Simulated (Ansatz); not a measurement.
Given:

Ga$_{2}$O$_{3}$:
```
CELL_PARAMETERS angstrom
      6.12712     1.51948     0.00000
     -6.12712     1.51948     0.00000
     -1.38602     0.00000     5.64005
ATOMIC_POSITIONS crystal
  Ga 0.34129 0.65871 0.68554
  Ga 0.65871 0.34129 0.31446
  Ga 0.90948 0.09052 0.20519
  Ga 0.09052 0.90948 0.79481
  O  0.50375 0.49625 0.74380
  O  0.49625 0.50375 0.25620
  O  0.82667 0.17333 0.43648
  O  0.17333 0.82667 0.56352
  O  0.16420 0.83580 0.10913
  O  0.83580 0.16420 0.89087
```

This is the r²SCAN-relaxed structure.

Question: All from the program Ansatz at the r²SCAN level (PAW), unless another level is named. Estimate the highest zone-centre frequency (without LO–TO term).

Answer: 760 cm^-1.

Question: Predict the Young's modulus.

Answer: 209 GPa.

Space group C2/m. The r²SCAN relaxation kept the symmetry of its start.

Potentials: the earlier of the program's two PAW sets. The files were generated under PBE; for other functionals the program regenerates the frozen cores, and for LDA and PBEsol the local potential too.
